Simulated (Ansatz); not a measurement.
## CaGeB, a known structure type with other elements, at an estimated volume

```xyz
12
Lattice="3.9171 0.0000 0.0000 -1.9586 3.3923 0.0000 0.0000 0.0000 16.0533" Properties=species:S:1:pos:R:3 pbc="T T T"
Ca    0.0000    0.0000    4.0133
Ca    0.0000    0.0000   12.0400
B    -0.0002    2.2617    2.3550
B     1.9584    1.1307   10.3817
B    -0.0002    2.2617    5.6716
B     1.9586    1.1310   13.6983
Ge   -0.0002    2.2617    9.8647
Ge    1.9584    1.1307    1.8381
Ge   -0.0002    2.2617   14.2152
Ge    1.9586    1.1310    6.1885
Ca    0.0000    0.0000    0.0000
Ca    0.0000    0.0000    8.0266
```

Method: PBE, no spin polarisation; PAW, plane waves to 420 eV, 10×10×2 Γ-centred mesh, fermi-dirac occupations (width 0.1 eV) (Ansatz 0.2.0), atoms fixed.

(1) Is the cell too large or too small?

(2) Which atom feels the largest force, and which way?

(3) Is there a gap?

(4) What do density and ELF say about some of the short contacts?

Origin: a known structure type with other elements, at an estimated volume, so it need not be a known compound.

Results:

(1) The pressure is -5.0 GPa (compression positive), so with the atoms held at these fractions the cell would first shrink. The principal stresses -10.7, -10.7, 6.2 GPa differ, so its shape would change too.

(2) The largest is on Ge8 (and as large on other atoms): 0.77 eV/Å, components (0.00, 0.00, 0.77). It makes 77° with the line to a nearest neighbour, B3 at 2.32 Å.

(3) It is a metal, with about 4 states/eV a cell as the mean within 0.25 eV of the Fermi level.

(4) B–Ge at 2.32 Å: least valence density 0.45 e/Å³ and ELF 0.75 there. Ca–B at 2.80 Å: least valence density 0.14 e/Å³ and ELF 0.09 there. Ca–Ge at 2.91 Å: least valence density 0.16 e/Å³ and ELF 0.10 there. These are pseudo-fields; inside the PAW spheres they differ from the all-electron ones.
